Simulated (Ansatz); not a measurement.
**Band table of C (diamond type)**

```
CELL_PARAMETERS angstrom
0.00000 1.35320 1.35320
1.35320 0.00000 1.35320
1.35320 1.35320 0.00000
ATOMIC_POSITIONS crystal
C 0.87500 0.87500 0.87500
C 0.12500 0.12500 0.12500
```

The cell comes from a relaxation on PAW files under the same functional, begun from a prototype that needn't be the stable phase.

Level of theory: DFT with LDA, scalar-relativistic, in Ansatz 0.2.0; a Γ-centred 20×20×20 k mesh, Fermi–Dirac smearing of 0.08 eV, no spin polarisation. LAPW: all electrons, basis error target 1 meV/atom.

This run: volume at 0.45 of the series' base cell.

Path points, in fractions of the reciprocal vectors: Γ (0.000, 0.000, 0.000), X (0.500, 0.000, 0.500), U (0.625, 0.250, 0.625), K (0.375, 0.375, 0.750), L (0.500, 0.500, 0.500), W (0.500, 0.250, 0.750). The distance column jumps between branches of the path. Levels in eV from the valence-band top; bands 3 to 8, counted from the lowest band of the run. The gap is 6.88 eV, the pressure 1485 GPa.

```
# k(1/Å) point b3 b4 b5 b6 b7 b8
0.000 Γ -35.83 0.00 0.00 0.00 7.98 7.98
0.290 - -35.60 -1.43 -1.43 -0.36 7.96 9.69
0.580 - -34.92 -4.08 -4.08 -1.45 7.87 13.17
0.871 - -33.77 -6.72 -6.72 -3.31 7.73 17.13
1.161 - -32.15 -9.01 -9.01 -6.00 7.53 13.07
1.451 - -30.06 -10.86 -10.86 -9.44 7.28 10.07
1.741 - -27.51 -13.33 -12.20 -12.20 7.04 8.28
2.031 - -24.50 -17.29 -13.01 -13.01 6.89 7.33
2.322 X -21.07 -21.07 -13.29 -13.29 6.94 6.94
2.424 - -21.04 -21.04 -13.44 -13.26 6.95 7.15
2.527 - -20.98 -20.96 -13.90 -13.16 6.98 7.78
2.629 - -20.87 -20.84 -14.59 -13.01 7.03 8.77
2.732 - -20.72 -20.66 -15.46 -12.80 7.11 10.05
2.835 - -20.55 -20.43 -16.44 -12.52 7.21 11.56
2.937 - -20.38 -20.15 -17.44 -12.19 7.35 13.24
3.040 - -20.33 -19.82 -18.32 -11.81 7.52 15.04
3.142 U -20.71 -19.45 -18.73 -11.37 7.73 16.93
4.564 K -20.71 -19.45 -18.73 -11.37 7.73 16.93
4.872 - -23.67 -18.02 -17.79 -9.75 8.64 22.55
5.180 - -26.76 -16.18 -15.99 -7.78 10.04 19.15
5.487 - -29.48 -13.92 -13.72 -5.63 11.89 15.86
5.795 - -31.75 -11.28 -11.03 -3.57 13.07 13.87
6.103 - -33.53 -8.27 -7.99 -1.88 10.87 14.71
6.411 - -34.80 -5.00 -4.73 -0.75 9.27 12.61
6.719 - -35.57 -1.77 -1.62 -0.17 8.31 9.57
7.027 Γ -35.83 0.00 0.00 0.00 7.98 7.98
7.278 - -35.66 -1.58 -0.47 -0.47 8.58 8.58
7.529 - -35.15 -4.77 -1.52 -1.52 9.95 9.95
7.780 - -34.30 -8.35 -2.69 -2.69 11.34 11.34
8.032 - -33.11 -11.95 -3.75 -3.75 12.21 12.21
8.283 - -31.61 -15.42 -4.60 -4.60 12.38 12.38
8.534 - -29.82 -18.67 -5.21 -5.21 12.14 12.14
8.786 - -27.84 -21.53 -5.58 -5.58 11.85 11.85
9.037 L -26.53 -23.14 -5.71 -5.71 11.73 11.73
9.242 - -26.39 -23.06 -6.19 -6.02 11.42 12.29
9.447 - -26.00 -22.80 -7.45 -6.93 10.82 13.70
9.653 - -25.35 -22.38 -9.13 -8.37 10.44 15.37
9.858 - -24.44 -21.79 -10.97 -10.20 10.50 16.69
10.063 - -23.29 -21.02 -12.81 -12.25 11.02 17.20
10.268 - -21.90 -20.09 -14.55 -14.36 11.91 16.83
10.473 - -20.30 -19.01 -16.42 -16.15 13.10 15.80
10.679 W -18.62 -18.62 -17.49 -17.49 14.45 14.45
10.824 - -18.92 -18.92 -17.13 -17.13 14.02 14.02
10.969 - -19.42 -19.42 -16.46 -16.46 12.93 12.93
11.114 - -19.90 -19.90 -15.72 -15.72 11.54 11.54
11.259 - -20.31 -20.31 -14.99 -14.99 10.11 10.11
11.404 - -20.64 -20.64 -14.32 -14.32 8.83 8.83
11.549 - -20.88 -20.88 -13.78 -13.78 7.82 7.82
11.694 - -21.02 -21.02 -13.41 -13.41 7.16 7.16
11.839 X -21.07 -21.07 -13.29 -13.29 6.94 6.94
```
